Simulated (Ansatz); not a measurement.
Structure from Materials Project entry mp-8927 (possibly hypothetical), not relaxed further.

Input and log of a run on TaCuN$_{2}$: DFT, r2SCAN, all-electron PAW with datasets made for the crystal, scalar-relativistic (Ansatz 0.2.0).

```yaml
crystal:
  lattice:
    - [1.5766991006, 0.9103076502, 5.8481935751]
    - [-1.5766991006, 0.9103076502, 5.8481935751]
    - [0.0, -1.8206153004, 5.8481935751]
  atoms:
    - { symbol: Ta, position: [0.5, 0.5, 0.5] }
    - { symbol: Cu, position: [0.0, 0.0, 0.0] }
    - { symbol: "N", position: [0.105945, 0.105945, 0.105945] }
    - { symbol: "N", position: [0.894055, 0.894055, 0.894055] }
kpoints:
  mp_grid: { grid: [11, 11, 11] }
  band_path:
    path:
      - [0.0, 0.0, 0.0]
      - [0.5, 0.5, 0.5]
      - [0.8171807628, 0.1828192372, 0.5]
      - [0.5, -0.1828192372, 0.1828192372]
      - [0.5, 0.0, 0.0]
      - [0.0, 0.0, 0.0]
      - [0.3414096186, -0.3414096186, 0.0]
      - [0.6585903814, 0.0, 0.3414096186]
      - [0.5, 0.0, 0.5]
    npoints: 8
scf:
  occupations: { method: fermi_dirac, width: 0.01 }
hamiltonian:
  xc: r2scan
  pseudopotentials: { kind: all_electron, datasets: crystal }
output:
  forces: true
  stress: true
  eigenvalues: true
  efg: { contact_densities: true }
```

What the program printed:

```
basis.fft_grid_basis auto: the FFT boxes are laid along the combinations [[1, 0, -1], [0, 1, -1], [0, 0, 1]] of the cell's own vectors, 3.153, 3.153 and 6.125 Å long. The dense box has 32×32×60 points. Along the cell's own vectors, as sized, it would have 60×60×60, 3.52 times as many. Of the 12 symmetry operations that the crystal satisfies within crystal.symmetry.tolerance (time reversal apart; of a slab, those that keep its plane) the dense box along the cell's own vectors carries 12, and the one as laid loses 8 of those. basis.fft_grid_basis: typed keeps the cell's own vectors: state it where this run's energies or levels are differenced outside the engine with another run's, or held beside a run that keeps those vectors.
hamiltonian.pseudopotentials.datasets: crystal makes datasets for this crystal and solves the spheres of its atoms anew in each pass: cutoff 500.0 eV, the density's 3500.0 eV; for an error of 0.50 meV an atom under PBE, 2.0 meV for the cell; an energy difference from a run of another recipe may be off by several times the error for the cell, under r2SCAN by more, where some 0.1 meV an atom stays at smaller errors; N in spheres of 0.826 Å, 5 of its electrons in bands; Cu in spheres of 1.027 Å, 19 of its electrons in bands; Ta in spheres of 1.275 Å, 27 of its electrons in bands
Ta: output.efg is read without spin–orbit coupling, which moves field gradients at and beside such atoms by some per cent and up to a factor of two; PAW files take it under magnetization.noncollinear and magnetization.spin_orbit
Engine: ansatz 0.2.0
Pseudopotentials: kind: all_electron
Pseudopotential: Ta, paw, valence charge 27, recommended cutoff 500 eV (normal), Koelling and Harmon's equation, gaussian nucleus
Pseudopotential: Cu, paw, valence charge 19, recommended cutoff 500 eV (normal), Koelling and Harmon's equation, gaussian nucleus
Pseudopotential: N, paw, valence charge 5, recommended cutoff 500 eV (normal), Koelling and Harmon's equation, gaussian nucleus
Functional definition: r2SCAN
  parameter k0 = 0.174
  parameter k1 = 0.065
  parameter a1 = 4.9479
  exchange = r2scan_x(k0 = k0, k1 = k1, a1 = a1)
  correlation = r2scan_c
Crystal: 4 atoms, lattice volume = 50.363 Å³
Basis set: ecut = 500 eV, 1275 PW (Γ), FFT grids on a1−a3, a2−a3, a3, exchange–correlation on 96×96×180 points (27 copies of the dense FFT grid, shifted against one another)
Bands: 34, of which v1, the nominal top of the filled ones, is band 28 counted from 1 (27 counted from 0)
Symmetry: 12 space group operations
Space group: R-3m (ITA 166), of the structure as read, at distance tolerance 3.7e-5 Å
k-points: 146 of 1331
Non-local potential: Ta, projectors of the file, l = 0: 2, l = 1: 2, l = 2: 1, l = 3: 2
Non-local potential: Cu, projectors of the file, l = 0: 2, l = 1: 2, l = 2: 2
Non-local potential: N, projectors of the file, l = 0: 1, l = 1: 1
PAW form: soft (Blöchl's): semilocal exchange-correlation on the pseudo side does not see the compensation charge
PAW one-centre angular grid: Ta, 974 points (default); XC on its mesh's 1799 points in the sphere
PAW one-centre angular grid: Cu, 590 points (default); XC on its mesh's 1829 points in the sphere
PAW one-centre angular grid: N, 302 points (default); XC on its mesh's 1893 points in the sphere
Initial density: superposition of atomic densities (neutral atoms: chi_scale 0, normalization atom)
Initial wavefunctions: pseudopotential atomic-orbital guess
Functional: x = r2scan, c = r2scan; τ floored in thin density (d = 2e-4 eV/Å³)
iter 1 solved again at ethr=5.27e-2 eV; its pass at ethr=1.00e-1 eV (dr2=2.95e1 eV) is discarded
SCF iter   1: F=—  HF=-472648.866247 eV  |F-HF|=—  |Δ(HF+E_count)|=         —  Δρ=2.28e-1  dr2=2.98e1  dr2_τ=2.02e0  ethr=5.27e-2  ⟨swp⟩=2.0  Hψ=23560  notcnv=0
preconditioner: auto → Kerker (q_TF=auto, 2.777 Å⁻¹)  [metal: Δε(μ)=0.037 eV  Ē_g=15.063 eV  σ=0.010 eV  W_gap=0.48  n_scr=22 (ndim 8)  ℏωp=33.1 eV  f_vac=0.001  D(μ)=0.68/eV (n_scr^D=2)]
SCF iter   2: F=—  HF=-472643.349309 eV  |F-HF|=—  |Δ(HF+E_count)|=    5.52e0  Δρ=1.12e-1  dr2=5.94e0  dr2_τ=5.47e-1  ethr=5.27e-2  ⟨swp⟩=3.2  Hψ=11989  notcnv=0  defer=3
preconditioner: auto → Resta (q_TF=auto, 2.777 Å⁻¹)  ε∞=4.6  [insulator: Δε(μ)=2.029 eV  Ē_g=18.671 eV  σ=0.010 eV  W_gap=1.00  n_scr=22 (ndim 8)  ℏωp=35.5 eV  f_vac=0.004  D(μ)=0.00/eV (n_scr^D=0)  ε∞_Penn≈4.6]
SCF iter   3: F=—  HF=-472647.290241 eV  |F-HF|=—  |Δ(HF+E_count)|=    3.94e0  Δρ=4.07e-1  dr2=1.01e2  dr2_τ=1.37e0  ethr=1.06e-2  ⟨swp⟩=4.3  Hψ=13822  notcnv=0  defer=6  recentre
SCF iter   4: F=—  HF=-472646.188368 eV  |F-HF|=—  |Δ(HF+E_count)|=    1.10e0  Δρ=1.74e-1  dr2=1.49e1  dr2_τ=3.20e-1  ethr=1.06e-2  ⟨swp⟩=4.6  Hψ=14144  notcnv=0  defer=1
SCF iter   5: F=—  HF=-472643.380160 eV  |F-HF|=—  |Δ(HF+E_count)|=    2.81e0  Δρ=1.04e-1  dr2=6.62e0  dr2_τ=1.01e-1  ethr=1.06e-2  ⟨swp⟩=3.4  Hψ=10987  notcnv=0  defer=1
SCF iter   6: F=—  HF=-472642.703153 eV  |F-HF|=—  |Δ(HF+E_count)|=   6.77e-1  Δρ=7.03e-2  dr2=3.17e0  dr2_τ=2.99e-2  ethr=1.06e-2  ⟨swp⟩=2.9  Hψ=10095  notcnv=0  defer=45
iter 7 solved again at ethr=2.85e-4 eV; its pass at ethr=5.66e-3 eV (dr2=1.59e-1 eV) is discarded
SCF iter   7: F=—  HF=-472642.122194 eV  |F-HF|=—  |Δ(HF+E_count)|=   5.81e-1  Δρ=1.20e-2  dr2=1.56e-1  dr2_τ=2.07e-3  ethr=2.85e-4  ⟨swp⟩=3.1  Hψ=22717  notcnv=0  defer=45
SCF iter   8: F=—  HF=-472642.113165 eV  |F-HF|=—  |Δ(HF+E_count)|=   9.03e-3  Δρ=1.11e-2  dr2=1.10e-1  dr2_τ=1.21e-3  ethr=2.79e-4  ⟨swp⟩=3.1  Hψ=10139  notcnv=0  defer=52
SCF iter   9: F=—  HF=-472642.093877 eV  |F-HF|=—  |Δ(HF+E_count)|=   1.93e-2  Δρ=1.68e-3  dr2=3.44e-3  dr2_τ=2.24e-5  ethr=1.96e-4  ⟨swp⟩=4.2  Hψ=11014  notcnv=0  defer=32
SCF iter  10: F=—  HF=-472642.100795 eV  |F-HF|=—  |Δ(HF+E_count)|=   6.92e-3  Δρ=8.24e-4  dr2=3.56e-4  dr2_τ=8.04e-5  ethr=6.14e-6  ⟨swp⟩=4.5  Hψ=13415  notcnv=0  defer=64
SCF iter  11: F=—  HF=-472642.100637 eV  |F-HF|=—  |Δ(HF+E_count)|=   1.59e-4  Δρ=5.67e-4  dr2=1.98e-4  dr2_τ=2.88e-6  ethr=6.36e-7  ⟨swp⟩=2.7  Hψ=9305  notcnv=0  defer=45
SCF iter  12: F=—  HF=-472642.100622 eV  |F-HF|=—  |Δ(HF+E_count)|=   1.49e-5  Δρ=1.84e-4  dr2=2.25e-5  dr2_τ=3.17e-7  ethr=3.53e-7  ⟨swp⟩=3.3  Hψ=11778  notcnv=0  defer=29
SCF iter  13: F=—  HF=-472642.100618 eV  |F-HF|=—  |Δ(HF+E_count)|=   3.93e-6  Δρ=8.20e-5  dr2=3.02e-6  dr2_τ=3.20e-8  ethr=4.02e-8  ⟨swp⟩=3.2  Hψ=10096  notcnv=0  defer=20
SCF iter  14: F=—  HF=-472642.100617 eV  |F-HF|=—  |Δ(HF+E_count)|=   3.16e-7  Δρ=1.33e-5  dr2=9.36e-8  dr2_τ=1.77e-9  ethr=5.39e-9  ⟨swp⟩=3.1  Hψ=9735  notcnv=0  defer=16
SCF iter  15: F=-472642.100617 eV  HF=-472642.100617 eV  |F-HF|=2.97e-8  |Δ(HF+E_count)|=  4.66e-10  Δρ=7.86e-6  dr2=3.14e-8  dr2_τ=4.52e-10  ethr=1.67e-10  ⟨swp⟩=3.1  Hψ=10337  notcnv=0  defer=10
SCF 1 converged in 15 iterations: F = -472642.100617 eV  dr2 = 3.14e-8
  Residual-converged pass: ⟨swp⟩=3.7  Hψ=8507  notcnv=0  max |occ|·‖R‖ = 6.7e-6 eV (tolerance 6.7e-6 eV)  dr2=3.17e-8  dr2_τ=4.51e-10  dr2_onsite=5.16e-8  max |Δocc| = 2.3e-23
  greatest PAW one-centre occupation: 0.999 electrons in one spin orbital (limit 2), on the Ta atom at site 0 (counted from 0), in its partial waves of l = 3
NSCF: frozen V_eff on 65 k-points
SCF converged after 15 iterations
Free energy (F): -472642.100617 eV
Harris-Foulkes:  -472642.100617 eV  (|F-HF|=2.97e-8)
Internal energy: -472642.100617 eV  (E = F + TS)
E sigma→0 (E₀):  -472642.100617 eV
Past the cutoff: the bands carry plane waves up to 2.50 times it, of which those up to 1.5 times it add -0.000662 eV an atom, each by itself; the spheres take 0.000764 eV an atom off the energy for waves past 2.50 times it
Past the cutoffs: a stress includes 0.0075 GPa for waves and charges beyond them, in addition to the slope of what the spheres take
In the spheres:  the bands' charges fall short by 2.9e-6 e at most (sound up to 1e-3)
Fermi energy:    15.110094 eV
--- Per-component energies (eV) ---
  The terms above E_closure are by the made datasets' own strengths, without shells solved beside the bands.
--- Forces (eV/Å), atoms counted from 1 ---
  atom   1  Ta     0.00000000    -0.00000000    -0.00000000
  atom   2  Cu    -0.00000000     0.00000000    -0.00000000
  atom   3  N      0.00000000     0.00000000     0.19476682
  atom   4  N     -0.00000000    -0.00000000    -0.19476682
  max |Σ_I F_I| component: 2.02e-18 eV/Å
--- Stress (GPa, compression-positive) ---
       -3.591274       0.000000       0.000000
        0.000000      -3.591274       0.000000
        0.000000       0.000000      -5.343811
  P = ⅓ Tr σ = -4.1755 GPa (-41.755 kbar)
--- PAW observables at the nuclei: V_zz in 10²¹ V/m², potentials from the cell's mean, atoms counted from 1 ---
  atom   1  Ta V_zz =   +11.637170   η = 0.0000   by run symmetry: allowed
            electrostatic potential = -14489.893176 V   contact ρ = 8134358.552745 e/Å³
  atom   2  Cu V_zz =    -9.545338   η = 0.0000   by run symmetry: allowed
            electrostatic potential = -3761.379541 V   contact ρ = 147406.048447 e/Å³
  atom   3  N  V_zz =    +1.196883   η = 0.0000   by run symmetry: allowed
            electrostatic potential = -520.963703 V   contact ρ = 1411.308706 e/Å³
  atom   4  N  V_zz =    +1.196883   η = 0.0000   by run symmetry: allowed
            electrostatic potential = -520.963703 V   contact ρ = 1411.308706 e/Å³
--- Band table (eV; the first three rows and the last of 146) ---
  k-point 0: bands = ["-100.8224", "-56.8229", "-56.5759", "-56.5759", "-56.0366", "-21.9282", "-21.6083", "-21.6083", "-6.4248", "-6.3899", "-6.3611", "-6.3611", "-6.3566", "-6.3566", "-6.3271", "-2.3456", "0.3562", "7.0572", "9.1777", "9.1777", "11.4990", "12.2326", "12.8497", "12.8497", "13.0316", "13.0316", "13.6561", "13.6561", "16.2044", "16.2044"]
  k-point 1: bands = ["-100.8224", "-56.8229", "-56.5763", "-56.5760", "-56.0339", "-21.9191", "-21.6582", "-21.6188", "-6.4205", "-6.3885", "-6.3629", "-6.3600", "-6.3579", "-6.3566", "-6.3298", "-2.1896", "0.2671", "7.2119", "9.0523", "9.2869", "11.4904", "12.3778", "12.7974", "12.8612", "12.9765", "13.0944", "13.1967", "13.4299", "16.3642", "16.5957"]
  k-point 2: bands = ["-100.8223", "-56.8228", "-56.5774", "-56.5763", "-56.0269", "-21.8950", "-21.7895", "-21.6469", "-6.4096", "-6.3842", "-6.3666", "-6.3613", "-6.3591", "-6.3548", "-6.3365", "-1.7671", "0.0387", "7.6436", "8.8687", "9.5674", "11.1221", "12.2055", "12.5025", "12.5943", "12.9232", "12.9944", "13.3496", "13.4695", "16.4502", "16.9520"]
  k-point 145: bands = ["-100.8224", "-56.8229", "-56.5763", "-56.5760", "-56.0339", "-21.9195", "-21.6582", "-21.6188", "-6.4209", "-6.3885", "-6.3628", "-6.3600", "-6.3579", "-6.3566", "-6.3298", "-2.0114", "-0.0881", "8.4846", "8.8503", "9.4248", "10.8319", "11.6529", "11.8283", "11.9849", "12.8398", "12.8940", "14.2478", "14.4370", "16.2669", "16.6003"]
```
